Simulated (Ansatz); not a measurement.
AlIr (rock salt, space group No. 225), PBE (plane waves, PAW; program Ansatz), all energies at zero smearing, with the estimated change up to a 700 eV cutoff added, with one set of potentials and settings (totals compare only within such a set). Cell of 2 atoms (1 Ir, 1 Al): -12472.885 eV.

| element | reference phase | E (eV/atom) |
|---|---|---|
| Ir | Fm-3m, 1 atoms in the cell | -11935.3137 |
| Al | Fm-3m, 1 atoms in the cell | -537.5049 |

Formation energy per atom, worked out: (-12472.885 − 1×(-11935.3137) − 1×(-537.5049))/2 = -0.033 eV/atom (-3 kJ per mol of atoms), at 0 K, without zero-point energy or fitted corrections.

The start of the workflow was typed in or built on a structure type; neither database checked (COD, Materials Project) lists it. Whether it is the stable phase at ambient conditions was not checked. Symmetry was held in the PBE relaxation; whether a distortion lowers the energy is not shown. No spin polarisation was allowed. The references are the lowest solids computed at this level, not always the standard phases. Scalar-relativistic: spin–orbit coupling is off unless named, which matters more the heavier the elements.

Potentials: the later of the program's two PAW sets.
